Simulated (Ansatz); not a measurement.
Here is an unrelaxed guess for Al₂GaP₂.

```cif
data_structure
_symmetry_space_group_name_H-M 'P 1'
_symmetry_Int_Tables_number 1
_cell_length_a 4.0854
_cell_length_b 4.0854
_cell_length_c 5.6502
_cell_angle_alpha 90.000
_cell_angle_beta 90.000
_cell_angle_gamma 120.000
_cell_volume 81.67
loop_
_atom_site_label
_atom_site_type_symbol
_atom_site_fract_x
_atom_site_fract_y
_atom_site_fract_z
_atom_site_occupancy
Al1 Al 0.33333 0.66667 0.55686 1
Al2 Al 0.66667 0.33333 0.44314 1
Ga1 Ga 0.00000 0.00000 0.00000 1
P1 P 0.33333 0.66667 0.77232 1
P2 P 0.66667 0.33333 0.22768 1
```

The calculation used DFT PBE, scalar-relativistic, plane waves, PAW (Ansatz). Cutoff 420 eV; k points 6×6×4 on the computed 5-atom cell (Γ-centred); Gaussian smearing, width 0.10 eV; no spin polarisation.

Energies over the elements count from the elements' standard structures at the same level, with no fitted energy shifts. The references include black phosphorus.

**Question.** What does a single point on this coarse mesh give?

**Answer.** The pressure is 160.9 GPa (the mean over three directions, positive in compression), the largest force is 93.97 eV/Å, and the energy is +11.92 eV/atom against the elements. The shortest distance is 1.22 Å, so close that the PAW spheres overlap strongly and these values are rough.

**Question.** How much does it gain on relaxing, and where does it end?

**Answer.** Relaxing gains about 12.1 eV/atom (the start's value is from the coarse mesh, so the gain is rough) in 26 ionic steps and ends at −0.17 eV/atom on the finer mesh. The symmetry stays P-3m1 (No. 164). The volume per atom grows by 27.3 %, from 16.3 to 20.8 Å³. The shortest distance goes from 1.22 Å (Al–P) to 2.37 Å (Al–P). The ratio c/a of the conventional cell changes by a factor of 1.47. Conventional cell: a = 3.890 Å, c = 7.933 Å. Al is surrounded by 3 P at 2.37 Å, 1 P at 2.59 Å and 3 Al at 2.89 Å; Ga has 6 P at 3.21 Å (long contacts); P is surrounded by 3 Al at 2.37 Å, 1 Al at 2.59 Å and 3 Ga at 3.21 Å.

The last run used a 12×12×6 mesh (in the run's order of axes) for its 5-atom cell and Gaussian smearing of 0.10 eV. No dispersion correction is applied, so the spacing and binding between layers, chains or molecules are poorly described. An odd number of electrons in the primitive cell allows no gap without spin; a larger cell or a magnetic state could open one. The cell is a metal run without spin; a magnetic state may lie lower. The reference form of P is held partly by dispersion forces, which this level lacks. The relaxation can't lower the symmetry of the start. A structure relaxed within its symmetry needn't be a true minimum.
